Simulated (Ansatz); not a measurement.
The relaxed structure here is a generated cell of TaSi2: the first start was made by placing the elements on the sites of a structure type, and the end was not matched to a known phase here, so it may be hypothetical. Known forms of TaSi2 include space group No. 181.

One starting cell of TaSi$_{2}$ (a generated cell, TaSi2 built in the AFLOW prototype AB2_hP3_164_a_d (C6, as in CdI2)) was relaxed twice with Ansatz (plane waves, PAW, scalar-relativistic): with r2SCAN at 500 eV and with PBE at 420 eV. The r2SCAN result:

```yaml
crystal:
  lattice:
    - [2.93255, 0.00000, 0.00000]
    - [-1.46628, 2.53966, 0.00000]
    - [0.00000, 0.00000, 6.13506]
  atoms:
    - { symbol: Ta, position: [0.00000, 0.00000, 0.00000] }
    - { symbol: Si, position: [0.66667, 0.33333, 0.34105] }
    - { symbol: Si, position: [0.33333, 0.66667, 0.65895] }
```

| quantity | r2SCAN | PBE |
|---|---|---|
| space group | P-3m1 | P-3m1 |
| volume (Å³/atom) | 15.23 | ___ |
| a (Å) | 2.933 | ___ |
| c (Å) | 6.135 | ___ |
| gap (eV, no spin-orbit coupling) | 0.00 | ___ |

Q: What does PBE give for the same quantities?

A: 
- volume (Å³/atom), PBE: 15.51
- a (Å), PBE: 2.952
- c (Å), PBE: 6.168
- gap (eV, no spin-orbit coupling), PBE: 0.00

Both levels end in the same structure; PBE's volume is 1.8 % larger. Neither column is exact.

No spin polarisation in the result. The relaxed primitive cell holds an odd number of electrons. A magnetic state may lie lower.

The run could not lose the symmetry of its start: the end is stationary, and may be a saddle point rather than a minimum.

Ansatz is an electronic-structure program.
